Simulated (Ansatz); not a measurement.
MgTe (CsCl type, Pm-3m) under volume change, DFT-PBEsol in the program Ansatz with PAW potentials, scaled uniformly.

```json
[
 {"V (Å³/atom)": "22.454", "E − E(relaxed) (meV/atom)": "[?]", "P (GPa)": "[?]"},
 {"V (Å³/atom)": "23.194", "E − E(relaxed) (meV/atom)": "15.3", "P (GPa)": "3.45"},
 {"V (Å³/atom)": "23.935", "E − E(relaxed) (meV/atom)": "3.7", "P (GPa)": "1.62"},
 {"V (Å³/atom)": "24.675", "E − E(relaxed) (meV/atom)": "0.0", "P (GPa)": "0.00"},
 {"V (Å³/atom)": "25.415", "E − E(relaxed) (meV/atom)": "3.4", "P (GPa)": "-1.42"},
 {"V (Å³/atom)": "26.155", "E − E(relaxed) (meV/atom)": "12.7", "P (GPa)": "-2.61"},
 {"V (Å³/atom)": "26.896", "E − E(relaxed) (meV/atom)": "[?]", "P (GPa)": "[?]"}
]
```

Q: What belongs in the gaps?

A: 
- 26.896, E − E(relaxed) (meV/atom): 27.2
- 26.896, P (GPa): -3.62
- 22.454, E − E(relaxed) (meV/atom): 36.1
- 22.454, P (GPa): 5.61

Q: What does a third-order Birch–Murnaghan fit give for V₀, B₀ and B′?

A: V₀ = 24.67 Å³/atom, B₀ = 49.7 GPa, B′ = 3.8.

A made-up cell: these elements were put on the sites of a structure type; neither database checked (COD, Materials Project) lists it. COD files the formula under space group No. 186, so this cell is another polymorph or a model. Whether it is the stable phase at ambient conditions was not checked. Symmetry was held in the PBEsol relaxation. At this level the phase is dynamically unstable (imaginary phonons). Scalar-relativistic: spin–orbit coupling is off unless named, which matters more the heavier the elements.

Potentials: the later of the program's two PAW sets.
